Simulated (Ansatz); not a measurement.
This MgAgI₃ structure is the end of a relaxation. The cell was found from a structure generator's guess, not taken from experiment.

The calculation used DFT PBE, scalar-relativistic, plane waves, PAW in Ansatz. Cutoff 420 eV, Γ-centred mesh, Gaussian smearing, no spin polarisation.

```
Mg Ag I
1.0
     5.74157    0.00000    0.00000
     0.00000    5.74157    0.00000
     0.00000    0.00000    5.74157
Mg Ag I
1 1 3
Direct
  0.00000 0.00000 0.00000
  0.50000 0.50000 0.50000
  0.50000 0.00000 0.00000
  0.00000 0.50000 0.00000
  0.00000 0.00000 0.50000
```

Formation energies are uncorrected and refer to the elements' standard structures at the same level.

Q: What space group does it have?

A: Pm-3m (No. 221), the cubic perovskite type. Conventional cell: a = 5.742 Å. Around Mg lie 6 I at 2.87 Å; Ag has 12 I at 4.06 Å (long contacts); I has 2 Mg at 2.87 Å, 4 Ag at 4.06 Å and 8 I at 4.06 Å.

Q: How far does it lie from the elements in energy?

A: −0.29 eV/atom. A negative formation energy is needed for stability but isn't enough: competing phases decide.

Q: Is it a metal?

A: It can't be told: by band count a gap of 0.07 eV opens on the 8×8×8 mesh, less than the smearing, so the run treats the cell as a metal.

The last run used an 8×8×8 mesh for its 5-atom cell and Gaussian smearing of 0.10 eV. These runs have no spin–orbit coupling, which can matter for I. The reference form of I is held partly by dispersion forces, which this level lacks. Symmetry constrained the relaxation, so the result can be a saddle point.
